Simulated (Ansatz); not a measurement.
Given:

ReW:
```yaml
crystal:
  lattice:
    - [3.11820, 0.00000, 0.00000]
    - [0.00000, 3.11820, 0.00000]
    - [0.00000, 0.00000, 3.11820]
  atoms:
    - { symbol: W, position: [0.00000, 0.00000, 0.00000] }
    - { symbol: Re, position: [0.50000, 0.50000, 0.50000] }
```

This is the PBEsol-relaxed structure.

Q: All from PBEsol in the plane-wave PAW code Ansatz, unless another level is named. Predict the formation energy from the elements (no fitted shifts).

A: 0.100 eV/atom.

Q: Next, the density of states at the Fermi level?

A: 0.87 states/eV per atom (mean over ±0.08 eV).

Space group Pm-3m (CsCl type). The cell is a constructed one: a structure type filled with these elements; neither database checked (COD, Materials Project) lists it. Whether it is the stable phase at ambient conditions was not checked. The cell was relaxed with PBEsol under the symmetry of its start; its stability against distortions is not shown here. No spin polarisation was allowed. The references are the lowest solids computed at this level, not always the standard phases. Spin–orbit coupling is left out wherever it is not named.

Potentials: the later of the program's two PAW sets.
